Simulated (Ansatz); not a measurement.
AlGaP$_{2}$:
```cif
data_AlGaP2
_chemical_formula_sum 'Al1 Ga1 P2'
_space_group_name_H-M_alt 'P-4m2'
_space_group_IT_number 115
_space_group_name_Hall 'P -4 -2'
_cell_length_a 3.85974
_cell_length_b 3.85974
_cell_length_c 5.45068
_cell_angle_alpha 90.000
_cell_angle_beta 90.000
_cell_angle_gamma 90.000
loop_
_atom_site_label
_atom_site_type_symbol
_atom_site_symmetry_multiplicity
_atom_site_Wyckoff_symbol
_atom_site_fract_x
_atom_site_fract_y
_atom_site_fract_z
_atom_site_occupancy
Al1 Al 1 c 0.50000 0.50000 0.50000 1
Ga1 Ga 1 a 0.00000 0.00000 0.00000 1
P1 P 2 g 0.00000 0.50000 0.24971 1
```

Relaxed with PBEsol. The program Ansatz at the PBEsol level (PAW) gives a gap of 1.46 eV.

What gap does HSE06 give on the same cell (Ansatz, PAW)?

2.27 eV, 0.81 eV more. The hybrid was solved on a coarser mesh and at special points; its gap is the smallest among all of these.

```json
[
 {"k": "Γ", "v1 PBEsol": "0.00", "c1 PBEsol": "1.54", "v1 HSE06": "?", "c1 HSE06": "?"},
 {"k": "Z", "v1 PBEsol": "-1.36", "c1 PBEsol": "2.21", "v1 HSE06": "?", "c1 HSE06": "?"},
 {"k": "M", "v1 PBEsol": "-2.36", "c1 PBEsol": "1.48", "v1 HSE06": "-2.59", "c1 HSE06": "2.28"},
 {"k": "A", "v1 PBEsol": "-3.16", "c1 PBEsol": "4.38", "v1 HSE06": "?", "c1 HSE06": "?"},
 {"k": "R", "v1 PBEsol": "-0.89", "c1 PBEsol": "1.67", "v1 HSE06": "-0.95", "c1 HSE06": "2.62"},
 {"k": "X", "v1 PBEsol": "-1.03", "c1 PBEsol": "3.30", "v1 HSE06": "?", "c1 HSE06": "?"}
]
```

Top valence (v1) and lowest conduction level (c1) in eV from each method's valence maximum (which need not be a listed point): supply the withheld HSE06 values.


- X, v1 HSE06: -1.08
- X, c1 HSE06: 4.29
- Γ, v1 HSE06: 0.00
- Γ, c1 HSE06: 2.33
- Z, v1 HSE06: -1.46
- Z, c1 HSE06: 3.11
- A, v1 HSE06: -3.36
- A, c1 HSE06: 5.31

Cost on shared cores: the PBEsol run (SCF on a 7×7×5 mesh, then bands and DOS) roughly 26 core-seconds, the HSE06 run (SCF on 5×5×4, then a few points) very roughly 90 core-seconds; the tasks are unlike.

The workflow started from a Materials Project entry (that database holds measured and hypothetical structures alike); the Crystallography Open Database copy checked does not list it. With Al and Ga taken as one species the cell has the higher symmetry F-43m, so it may be an ordered model of a mixed-site phase. Whether it is the stable phase at ambient conditions was not checked. The PBEsol relaxation kept the symmetry of its start; whether a distortion lowers the energy is not shown. Scalar-relativistic: spin–orbit coupling is off unless named, which matters more the heavier the elements.

Potentials: the later of the program's two PAW sets.
